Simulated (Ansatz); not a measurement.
# Property card for MgO

MgO:
```xyz
4
Lattice="3.3027 0.0000 0.0000 -1.6514 2.8602 0.0000 0.0000 0.0000 5.0207" Properties=species:S:1:pos:R:3 pbc="T T T"
Mg     0.0000     1.9068     0.0188
Mg     1.6514     0.9534     2.5292
O      0.0000     1.9068     2.0126
O      1.6514     0.9534     4.5230
```

Space group P6_3mc (No. 186), wurtzite; conventional cell a = b = 3.303 Å, c = 5.021 Å, α = β = 90.00°, γ = 120.00°.

Method: PBEsol (plane waves, PAW; program Ansatz). Geometry: relaxed at this level of theory. Other levels are named where they apply.

Cell and energy:

| Property | Value |
|---|---|
| Volume per atom | 11.86 Å³ |
| Density | 2.82 g/cm³ |
| Formation energy from the elements (no fitted shifts) | -2.62 eV/atom |

Electronic structure:

| Quantity | Value |
|---|---|
| Band gap | 3.36 eV (direct) |
| Valence-band maximum | at Γ |
| Conduction-band minimum | at Γ |
| Electron effective mass | 0.34 mₑ (isotropic) |
| Hole effective mass | 0.36, 5.8, 5.8 mₑ (principal values) |
| HSE06 gap on the PBEsol cell | 5.09 eV |

Mechanics:

| Property | Value |
|---|---|
| Elastic constants (relaxed ions, GPa) | C11 = 191, C12 = 102, C13 = 97.2, C33 = 105, C44 = 60.9 |
| Mechanical stability | stable (all eigenvalues of C positive) |
| Hill bulk and shear moduli | 112 and 41.1 GPa |
| Young's modulus | 110 GPa |
| Poisson's ratio | 0.34 |
| Debye temperature from the elastic constants | 559 K |
| Piezoelectric stress constants (proper, relaxed ions, C/m²) | e15 = e24 = -0.37, e31 = e32 = -0.72, e33 = 2.04 |

Dielectric response:

| Quantity | Result |
|---|---|
| Electronic dielectric constant ε∞ (DFPT) | 3.03 (xx = yy), 3.14 (zz) |
| Static dielectric constant ε0 (ions relaxed, cell fixed) | 5.59 (xx = yy), 7.32 (zz) |
| Born charges (a third of the trace) | Mg +1.83, O -1.83 e |
| Largest static χ(2) component | 5.5 pm/V |

Phonons:

| Property | Result |
|---|---|
| Highest zone-centre frequency (without LO–TO term) | 521 cm^-1 |
| Zone-centre stability | no imaginary mode at Γ |
| Dynamical stability on the path | stable (no imaginary branch) |
| Zero-point energy | 73.3 meV/atom |
| Vibrational entropy at 300 K | 15.3 J/(K·mol of atoms) |

The first step of the workflow began from a Materials Project structure, measured or hypothetical; the Crystallography Open Database copy checked does not list it. It is not the phase usual at ambient conditions (space group No. 225). The PBEsol relaxation kept the symmetry of its start. Signs of piezoelectric constants follow the polarity of the cell as given. The references are the lowest solids computed at this level, not always the standard phases (solids in place of the gases).

Potentials: the later of the program's two PAW sets.
